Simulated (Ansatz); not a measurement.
**NiO (rock salt), energy over volume and axial ratio**

NiO (rock salt)

```xyz
2
Lattice="0.0000 2.1087 2.1087 2.1087 0.0000 2.1087 2.1087 2.1087 0.0000" Properties=species:S:1:pos:R:3 pbc="T T T"
O      0.0000     0.0000     0.0000
Ni     2.1087     2.1087     2.1087
```

Grid over V/V₀ and (c/a)/(c/a)₀, subscript 0 meaning the relaxed cell; the conventional c axis lies along z; no internal relaxation.

Method: PBE (plane waves to 420 eV, PAW, scalar-relativistic; Ansatz, a program for electronic structure). k mesh 19×19×19 (Γ-centred), Fermi-Dirac smearing 0.05 eV. Energies are smeared free energies. With partly filled bands, the response to shear is sensitive to the k mesh, so small differences along c/a are uncertain. NiO is run spin-polarised and with no Hubbard U; the real compound is an antiferromagnetic insulator, a state that this run doesn't describe. NiO was relaxed with its symmetry unable to fall. Relaxed NiO ends ferromagnetic. The PAW data are Ansatz's earlier set. Other magnetic orders were not checked, so this need not be the ground state. ΔE is measured from the relaxed starting cell.

ΔE (meV/atom), with V/V₀ across and (c/a)/(c/a)₀ down:

```csv
(c/a)/(c/a)₀ \ V/V₀,0.920,0.960,1.000,1.040,1.080
0.960,41,12,3,10,30
0.980,37,9,1,8,28
1.000,36,8,0,7,28
1.020,37,9,1,8,28
1.040,40,11,2,9,29
```

moment (μB/cell), with V/V₀ across and (c/a)/(c/a)₀ down:

```tsv
(c/a)/(c/a)₀ \ V/V₀	0.920	0.960	1.000	1.040	1.080
0.960	1.56	1.69	1.78	1.85	1.90
0.980	1.57	1.70	1.80	1.87	1.92
1.000	1.57	1.70	1.80	1.88	1.92
1.020	1.57	1.70	1.80	1.87	1.92
1.040	1.56	1.69	1.79	1.85	1.90
```

Summary:

Lowest place on the grid: V/V₀ = 1.000, (c/a)/(c/a)₀ = 1.000 (0 meV/atom). Highest place on the grid: V/V₀ = 0.920, (c/a)/(c/a)₀ = 0.960 (41 meV/atom).

The 25 points together took around 8 core-minutes (rough).

(Under strain, the slope of the energy per volume gives the stress and its curvature an elastic modulus.)
